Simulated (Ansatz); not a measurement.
HfSn3S8: stable or not

It was reached by relaxing an invented guess, and it needn't be the stable form of this composition.

Computed with DFT PBE, scalar-relativistic, plane waves, PAW in Ansatz. Cutoff 420 eV, Γ-centred 6×6×4 mesh (12-atom cell), Gaussian smearing of 0.02 eV, no spin polarisation.

```
Hf Sn S
1.0
     7.39781    0.00000    0.00000
    -3.69891    6.40669    0.00000
     0.00000    0.00000    6.81666
Hf Sn S
1 3 8
Direct
  0.00000 0.00000 0.00000
  0.50000 0.50000 0.00000
  0.50000 0.00000 0.00000
  0.00000 0.50000 0.00000
  0.66932 0.83466 0.21656
  0.66667 0.33333 0.21488
  0.16534 0.83466 0.21656
  0.16534 0.33068 0.21656
  0.83466 0.66932 0.78344
  0.83466 0.16534 0.78344
  0.33333 0.66667 0.78512
  0.33068 0.16534 0.78344
```

Energies over the elements count from the elements' standard structures at the same level, with no fitted energy shifts. The references include grey tin.

Question: These tests were run: energy against the elements; elastic tensor. What do they show?

Answer:

| test | result |
| --- | --- |
| energy against the elements | −0.635 eV/atom |
| elastic tensor | least eigenvalue 0 GPa |

It fails none of these tests. Whether a mixture of other phases lies lower isn't tested here. Phonons away from Γ weren't computed.

No dispersion correction is applied, so the spacing and binding between layers, chains or molecules are poorly described. Spin–orbit coupling, which can matter for Hf, is left out. The reference form of S is held partly by dispersion forces, which this level lacks. The run for the elastic tensor used a 6×6×4 k mesh.
